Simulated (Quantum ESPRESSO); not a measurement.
## Electric field gradients in MoS2

```xyz
6
Lattice="3.1922 0.0000 0.0000 -1.5961 2.7646 0.0000 0.0000 0.0000 13.3783" Properties=species:S:1:pos:R:3 pbc="T T T"
Mo     1.5961     0.9215     3.3446
Mo     0.0000     1.8430    10.0337
S      1.5961     0.9215     8.4695
S      0.0000     1.8430     4.9088
S      0.0000     1.8430     1.7804
S      1.5961     0.9215    11.5979
```
The geometry is a computed Materials Project entry, not a measured one. It is MoS2 in P6₃/mmc. Stability against distortions was not tested. The layers lie 3.6 Å apart; this gap hangs on dispersion, and neither it nor the stacking was checked against the measured crystal. The run has no spin polarisation.

Computed: field gradients by a PBE PAW density (pw.x of a modified build of Quantum ESPRESSO, JTH datasets) with the all-electron reconstruction of Petrilli and co-workers, 20 Ha, k-mesh 8×8×2 through Γ.

| site | site symmetry | Vzz (10²¹ V/m²) | η_Q | ∣C_Q∣ (MHz) |
|---|---|---|---|---|
| Mo (atoms 1, 2) | -6m2 | -8.68 | 0.00 | 4.62 (⁹⁵Mo) |
| S (atoms 3, 4, 5, 6) | 3m | -5.45 | 0.00 | 8.93 (³³S) |

Quadrupole moments taken as inputs (sizes, barn, from the tables of PySCF and pymatgen): ⁹⁵Mo 0.022, ³³S 0.0678.

Principal values are ordered |Vxx| ≤ |Vyy| ≤ |Vzz|, η = (Vxx − Vyy)/Vzz, and C_Q = eQVzz/h is given by its size. Cores are frozen. Against all-electron runs on small test molecules, this scheme's |Vzz| missed by +6 % on Mo, −3 % on S.
